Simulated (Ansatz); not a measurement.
Space group Fm-3m (No. 225). a = 4.271 Å, b = 4.271 Å, c = 4.271 Å, α = 90.00°, β = 90.00°, γ = 90.00°
| atom | site | symmetry | x | y | z |
| --- | --- | --- | --- | --- | --- |
| Co | 4a | m-3m | 0.0000 | 0.0000 | 0.0000 |
| O | 4b | m-3m | 0.5000 | 0.0000 | 0.0000 |

Equation of state of this CoO structure (not necessarily the ground state), with shape and atoms relaxed at each volume where symmetry leaves them free. The calculation used Ansatz, DFT PBE+U, scalar-relativistic, plane waves, PAW.

Cutoff 420 eV; k points 16×16×16 on the computed 2-atom cell (Γ-centred); Gaussian smearing, width 0.10 eV; U_eff Co 3.32 eV on the d shells (Löwdin-orthogonalised atomic orbitals); collinear spin.

| V (Å³/atom) | E − E(largest V) (meV/atom) | P (GPa) | gap on mesh (eV) |
| --- | --- | --- | --- |
| 8.570 | 152.45 | 40.66 | 0.70 |
| 9.154 | 41.64 | 21.17 | 1.02 |
| 9.446 | 10.15 | 13.55 | 1.16 |
| 9.739 | 408.34 | 0.04 | 0.00 |
| 10.031 | -16.17 | 1.51 | 1.21 |
| 10.323 | -14.49 | -3.23 | 1.10 |
| 10.712 | 0.00 | -8.49 | 0.97 |

Q: Does one Birch–Murnaghan curve describe these points?

A: Not well: the fit leaves 131.50 meV/atom rms, which suggests a change of structure or state along the series.

The state reached may not be the lowest one. The cell holds one magnetic atom, so it can only be ferromagnetic; an antiferromagnetic order may lie lower.

1 further run of this set didn't finish or converge.